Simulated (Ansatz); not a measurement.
LuTl3, DFT, PBEsol, all-electron PAW with datasets made for the crystal, scalar-relativistic (Ansatz 0.2.0), run on 1 thread of Arm Neoverse N1 on a shared host.

The cell is COD entry 1538927, as deposited and not checked against the literature; nothing was relaxed. The listed cell was then made from it by scaling, straining or moving an atom.

Command: `ansatz run input.yaml --threads 1 --pin off --max-ram 4096MiB --backend cpu --events-out ev --progress --plain --runs-dir out`

```yaml
crystal:
  lattice:
    - [4.6217708711, 0.0, 0.0]
    - [0.0, 4.6217708711, 0.0]
    - [0.0, 0.0, 4.6217708711]
  atoms:
    - { symbol: Lu, position: [0.0, 0.0, 0.0] }
    - { symbol: Tl, position: [0.0, 0.5, 0.5] }
    - { symbol: Tl, position: [0.5, 0.0, 0.5] }
    - { symbol: Tl, position: [0.5, 0.5, 0.0] }
kpoints:
  mp_grid: { grid: [7, 7, 7] }
scf:
  occupations: { method: fermi_dirac, width: 0.08 }
hamiltonian:
  xc: pbesol
  pseudopotentials: { kind: all_electron, datasets: crystal }
output:
  forces: true
  stress: true
  eigenvalues: true
  efg: { contact_densities: true }
```

How large is the problem that the program sets up?

20 irreducible k-points, 1365 plane waves at Γ, 39 bands.

Estimate the wall time and the peak memory.

29 s of wall time for 10 SCF iterations, with a peak of 0.67 GiB. Times on shared machines scatter by tens of per cent.

And the same cell and mesh by PAW (frozen-core files), asked for forces, stress, eigenvalues, efg, write_density, write_potential, elf, on the same hardware?

16 s, peak memory 0.47 GiB.
